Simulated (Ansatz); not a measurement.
## C: opening a crack plane

C, P6_3/mmc, a = 2.503 Å, c = 4.169 Å. Ansatz: r2SCAN, PAW, 500 eV, Γ-centred 10×10×2 mesh on 12 atoms, Gaussian smearing 0.05 eV; no spin polarisation. One cut on (001) per cell of 12 atoms is opened rigidly by x, between planes of C and C that stand 1.56 Å apart; y is the energy per area (5.426 Å², 1 eV/Å² = 16.02 J/m²).

| x (Å) | y (J/m²) |
| --- | --- |
| 0.00 | 0.000 |
| 0.25 | ? |
| 0.50 | 4.179 |
| 0.75 | 6.848 |
| 1.00 | 9.163 |
| 1.50 | 12.532 |
| 2.00 | 14.506 |
| 3.00 | 15.907 |
| 6.00 | 16.116 |

Fit the universal binding curve y = W[1 − (1 + x/l) e^(−x/l)] to the other rows, give the peak stress, and predict the missing value.

Least squares gives W = 16.2 J/m² and l = 0.521 Å. The stress dy/dx peaks at x = l with W/(e l) = 114.4 GPa, for rigid faces. At x = 0.25: x/l = 0.480, y = 1.363 J/m². The run gave 1.497 J/m², so the fit is 0.134 J/m² too low, within twice the rms miss on the fitted rows (0.091 J/m²).

Cost: 11 runs of about 2.1 core-minutes in all, on AMD EPYC 7R43 (Zen 3) (shared hosts).